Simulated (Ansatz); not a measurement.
TaSb2: reading a single point

```
Ta Sb
1.0
     0.00000    5.67964    0.00000
     0.00000   -2.83982    9.67648
     4.94547    2.83982    0.00000
Ta Sb
4 8
Direct
  0.12600 0.25200 0.00000
  0.87400 0.74800 0.00000
  0.12400 0.24800 0.50000
  0.37600 0.75200 0.50000
  0.83300 0.00000 0.33400
  0.16700 0.00000 0.66600
  0.41700 0.50000 0.16600
  0.08300 0.50000 0.83400
  0.41700 0.83400 0.00000
  0.58300 0.16600 0.00000
  0.83300 0.66600 0.50000
  0.66700 0.33400 0.50000
```

The numbers come from plane-wave PAW DFT (Ansatz): PBEsol, no spin polarisation, 420 eV, 6×6×6 Γ-centred k points, fermi-dirac occupations (width 0.1 eV). Nothing was relaxed.

(1) How is the charge shared?

(2) What is the formation energy?

(3) Is the cell too large or too small?

(4) What happens at the Fermi level?

(5) Describe some of the short contacts.

Origin: a known structure type with other elements, at an estimated volume, so it need not be a known compound.

## Answers

(1) Bader charges in e: Ta +0.67, Sb -0.37 to -0.30. In the mean Ta gives up most and Sb takes most.

(2) -0.03 eV an atom against the elements' usual phases (free molecules for gases, crystals otherwise, with no correction for O₂ or N₂), too near zero to call. Relaxing would lower it.

(3) The pressure is -3.7 GPa (compression positive), so with the atoms held at these fractions the cell would first shrink; the forces are large, so a full relaxation may end otherwise. The principal stresses -7.3, -2.8, -0.9 GPa differ, so its shape would change too.

(4) It is a metal, with about 7 states/eV a cell as the mean within 0.25 eV of the Fermi level, mostly Ta d (45 %) and Sb p (40 %).

(5) Ta–Ta at 2.85 Å: least valence density 0.38 e/Å³ and ELF 0.47 there. Ta–Sb at 2.91 Å: least valence density 0.30 e/Å³ and ELF 0.36 there. Sb–Sb at 3.21 Å: least valence density 0.24 e/Å³ and ELF 0.65 there. Both are smooth PAW fields, read partly inside the augmentation spheres.
